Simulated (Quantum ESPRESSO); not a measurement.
# W3AlIr2Cu2: a curve over strain

Simulated, not a measurement. The program is pw.x of Quantum ESPRESSO 7.5 (plane-wave density functional theory). The cell is made up: eight metal atoms on a face-centred cubic lattice, with elements, volume, strain and displacements drawn at random and not relaxed, so it may be unstable or far from any real phase. PseudoDojo standard norm-conserving files set the functional (PBE unless stated); there is no spin polarisation or spin-orbit coupling, the Fermi-Dirac width of 0.25 eV means electrons at about 2900 K, and the masses in the input are unused placeholders. The copper pseudopotential is less sure than most, with forces differing by about three percent and pressure by about two GPa from a second method on plain copper. Heavy elements are run without spin-orbit coupling, which real alloys of them have. A spin test at this wide smearing found no moment, but such smearing suppresses magnetism that the real alloy may have.

Seven runs add a strain to one cell (shear xy, as the tensor component); the atoms follow the cell and are not relaxed. Stress in the table is positive in tension.

Input of the run at -0.0020:

```
&control calculation='scf', pseudo_dir='./dojo.nc.sr.pbe.v0_5.standard.upf', outdir='./o', disk_io='minimal', tprnfor=.true., tstress=.true. /
&system ibrav=0, nat=8, ntyp=4, nbnd=73, ecutwfc=92.02030273, nosym=.true., tot_charge=0,
 occupations='smearing', smearing='fd', degauss=0.0183746611
/
&electrons conv_thr=1.470e-08, electron_maxstep=70, mixing_beta=0.5 /
ATOMIC_SPECIES
Al 1.0 Al.upf
Cu 1.0 Cu.upf
Ir 1.0 Ir.upf
W 1.0 W.upf
CELL_PARAMETERS angstrom
0.0208 -1.8834 -1.9493
1.8855 3.7292 -1.9324
7.8266 -3.8536 3.9019
ATOMIC_POSITIONS angstrom
W 0.0003 0.0021 -0.0088
Al 3.9977 -1.9364 1.9508
Ir 3.8743 -0.0826 -0.0326
Cu 7.8574 -1.9493 1.9696
W 1.9613 -1.8582 -0.0213
Cu 5.8466 -3.8741 2.0074
W 1.9275 -0.0255 -1.8902
Ir 5.8227 -2.074 0.0591
K_POINTS automatic
9 5 3 1 1 1
```

| added strain | free energy less that of the input shown (eV) | stress xx (GPa) | stress yy (GPa) | stress zz (GPa) | stress xy (GPa) | pressure (GPa) | iterations |
| --- | --- | --- | --- | --- | --- | --- | --- |
| -0.0240 | 0.1677 | -13.63 | -14.61 | -14.49 | -7.91 | 14.24 | 20 |
| -0.0099 | 0.0397 | -12.74 | -13.82 | -13.55 | -4.46 | 13.37 | 20 |
| -0.0070 | 0.0225 | -12.62 | -13.73 | -13.37 | -3.76 | 13.24 | 21 |
| -0.0020 | 0.0000 | -12.49 | -13.65 | -13.09 | -2.56 | 13.08 | 20 |
| +0.0067 | -0.0186 | -12.39 | -13.63 | -12.64 | -0.46 | 12.89 | 20 |
| +0.0098 | -0.0184 | -12.42 | -13.69 | -12.50 | 0.29 | 12.87 | 20 |
| +0.0188 | 0.0016 | -12.64 | -13.99 | -12.18 | 2.48 | 12.94 | 20 |

A cubic fit gives a slope of stress xy against the added strain of 240 GPa at zero added strain, with the atoms clamped. Across the table the energy follows the integral of volume times stress to 0.5 meV. A rerun of one of the cells at a higher cutoff and on a denser mesh moved values by no more than 0.006 eV in energy, 0.07 GPa in stress and 0.014 eV/Å in force, and a second program with other atomic files agreed on that cell to 2 % rms in force and 0.5 GPa in pressure.